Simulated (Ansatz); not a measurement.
Zr:
```
Zr
1.0
   -1.79085     1.79085     1.79085
    1.79085    -1.79085     1.79085
    1.79085     1.79085    -1.79085
Zr
1
Cartesian
  0.00000   0.00000   0.00000
```

Relaxed with r²SCAN.

Map the electron localisation function on the plane through (0.000, 0.000, 0.000) spanned by u = [1, 1, 0] and v = [1, -1, 0] in lattice vectors, from r²SCAN in the plane-wave PAW code Ansatz.

x is the fraction of u, y of v (the angle between them is 90°; rows are the nearest grid lines); atoms in the plane: Zr at (0.00, 0.00), Zr at (0.50, 0.50).
```
|0289830135310389820|
|2489830145410389842|
|8899620245420269988|
|9997411356531147999|
|8863101355531013688|
|3321012333332101233|
|2221100111110011222|
|4432002456542002344|
|6531026899986201356|
|6521158999998511256|
|5410279975799720145|
|5410389830389830145|
|5410389830389830145|
|5410279975799720145|
|6521158999998511256|
|6531026899986201356|
|4432002456542002344|
|2221100111110011222|
|3321012333332101233|
|8863101355531013688|
|9997411356531147999|
|8899620245420269988|
|2489830145410389842|
|0289830135310389820|
```
Scale: ten equal steps from 0.080 (start of '0') to 0.786 (end of '9'), in the order '0123456789'; x runs from 0.000 to 1.00, y from 0.000 (bottom) to 1.00 (top).

The density is the valence pseudo-density with augmentation charge, so density and ELF within about 1 Å of a nucleus are not all-electron values.

Space group Im-3m (bcc (W type)). This is a known high-temperature phase of the composition, computed here at zero pressure and temperature. The r²SCAN relaxation kept the symmetry of its start. At this level the phase is mechanically unstable. No spin polarisation was allowed.

Potentials: the earlier of the program's two PAW sets.
